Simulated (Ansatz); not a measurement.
Ag:
```xyz
7
Lattice="5.3884 0.0000 0.0000 -2.6942 4.6665 0.0000 0.0000 0.0000 5.2611" Properties=species:S:1:pos:R:3 pbc="T T T"
Ag     0.0000     0.0000     1.3296
Ag     0.0000     0.0000     3.9315
Ag     0.0000     3.1110     2.6305
Ag     2.6942     1.5555     2.6305
Ag    -1.3471     2.3332     0.0000
Ag     2.6942     0.0000     0.0000
Ag     1.3471     2.3332     0.0000
```

Relaxed with plane-wave PAW PBE (Ansatz code). Indices refer to the conventional cell of P6/mmm, a = b = 5.3884 Å, c = 5.2611 Å, α = β = 90.00°, γ = 120.00°.

Simulate the powder diffraction pattern (Co Kα, λ = 1.79026 Å; lines above 1 %) up to 2θ = 90°.

Simulated powder pattern, Co Kα, λ = 1.79026 Å (kinematic, ideal powder, no thermal factors, no anomalous dispersion; the 30 strongest lines at most, above 1 %, up to 2θ = 90°):

| 2θ (°) | d (Å) | I/Imax (%) | hkl |
|---|---|---|---|
| 19.59 | 5.261 | 8.7 | (0001) |
| 38.81 | 2.694 | 46 | (1 1 -2 0) |
| 39.79 | 2.631 | 14 | (0002) |
| 43.84 | 2.398 | 66 | (1 1 -2 1) |
| 45.12 | 2.333 | 53 | (2 0 -2 0) |
| 45.99 | 2.292 | 100 | (1 0 -1 2) |
| 49.63 | 2.133 | 78 | (2 0 -2 1) |
| 56.79 | 1.882 | 3.3 | (1 1 -2 2) |
| 70.26 | 1.555 | 7.8 | (3 0 -3 0) |
| 73.75 | 1.492 | 14 | (3 0 -3 1) |
| 75.04 | 1.470 | 12 | (1 1 -2 3) |
| 75.33 | 1.465 | 46 | (2 1 -3 2) |
| 79.36 | 1.402 | 21 | (2 0 -2 3) |
| 83.29 | 1.347 | 27 | (2 2 -4 0) |
| 83.91 | 1.339 | 1.1 | (3 0 -3 2) |
| 85.78 | 1.315 | 8.5 | (0004) |

The start of the workflow was typed in or built on a structure type; neither database checked (COD, Materials Project) lists it. It is not the phase usual at ambient conditions (space group No. 225). The PBE relaxation kept the symmetry of its start; whether a distortion lowers the energy is not shown. No spin polarisation was allowed. Axis ratios of metals converge slowly with the k-mesh, so a and c are less sure than the volume.

Potentials: the earlier of the program's two PAW sets.
